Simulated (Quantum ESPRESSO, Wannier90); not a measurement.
**Tight-binding from DFT: GaS (R-3m)**

```
GaS
1.0
   -1.80182     3.12085     0.00000
   -3.60365     0.00000     0.00000
   -1.80182     1.04028     7.98931
Ga S
2 2
Direct
  0.05082   0.05082   0.84754
  0.94918   0.94918   0.15246
  0.76195   0.76195   0.71416
  0.23805   0.23805   0.28584
```

Structure: Materials Project mp-9889, symmetrised, not relaxed again. Not found in the COD (Crystallography Open Database) copy used, which has the formula in other groups; not checked further. Level: PBEsol, spinors with spin-orbit coupling; pw.x of Quantum ESPRESSO at 64 Ry with PseudoDojo potentials, 6×6×6 k-points, Wannier90. Density: 10×10×10 mesh, cold smearing 0.01 Ry. The cell is built of weakly bound layers, chains or molecules, whose nearest atoms lie 4.00 Å apart. Database cells relaxed without dispersion often hold them too far apart, which can enlarge gaps and weakens couplings between them; spacing and stacking were not compared with the measured crystal.

Energies are relative to the valence-band maximum.

**Bands.** A Kohn-Sham gap of 1.58 eV opens above band 38. 4 filled groups are cut off by gaps; the highest, bands 25–38, spans -7.47 to 0.00 eV and is S 3p 63 %, Ga 4p 20 %, Ga 4s 13 %.

**Model.** 32 functions (Ga sp, S sp) from bands 21-72, frozen to 3.08 eV, reach Ω_I = 48.21 Å² and follow pw.x to 7.9 meV rms (states up to 2.6 eV relative to the valence-band maximum).

**No window.** Without a frozen window Ω_I drops to 42.35 Å² while the misfit grows to 205 meV: a small spread is no proof of good bands.

**Outer window.** The setting "only the lowest 42 of the kept bands" raises Ω_I to 55.92 Å², as fewer states are left to mix in, and the misfit goes to 7.5 meV.

**Stops.** With the frozen window to 7.63 eV the program stops (More states in the frozen window than target WFs).
